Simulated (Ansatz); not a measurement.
The cell below belongs to a search over invented structures; it isn't taken from experiment.

Input and command of a plane-wave DFT calculation in Ansatz:

```yaml
crystal:
  lattice:
    - [2.17911303, 1.25811149, 10.0982697]
    - [-2.17911303, 1.25811149, 10.0982697]
    - [0.0, -2.51622298, 10.0982697]
  atoms:
    - { symbol: Nb, position: [0.075, 0.075, 0.075] }
    - { symbol: Nb, position: [0.925, 0.925, 0.925] }
    - { symbol: Te, position: [0.186, 0.186, 0.186] }
    - { symbol: Te, position: [0.814, 0.814, 0.814] }
    - { symbol: Te, position: [0.333, 0.333, 0.333] }
    - { symbol: Te, position: [0.667, 0.667, 0.667] }
    - { symbol: Te, position: [0.5, 0.5, 0.5] }
basis:
  ecutwfc: 420
kpoints:
  mp_grid: { grid: [4, 4, 4] }
hamiltonian:
  xc: pbe
scf:
  occupations: { method: gaussian, width: 0.2 }
  lower_state_search: "off"
output:
  forces: true
  stress: true
  eigenvalues: true
relax:
  adjacent_minimum: "off"
  f_tol: 0.08
  max_steps: 16
  cell: { stress_tol: 0.8 }
```

```bash
ansatz run input.yaml --threads 1 --pin off --max-ram 2560MiB --backend cpu --events-out ev --progress --plain --runs-dir out
```

Processor: Intel(R) Xeon(R) 6975P-C (Granite Rapids), 1 thread, on a host shared with other jobs.

Problem. Estimate time, memory and problem size.

Solution. About 70 s, peak memory 0.58 GiB. It solves 64 bands at 13 k points (after reduction by symmetry) with about 3721 plane waves (on the last cell), in 109 SCF iterations over 16 ionic steps.
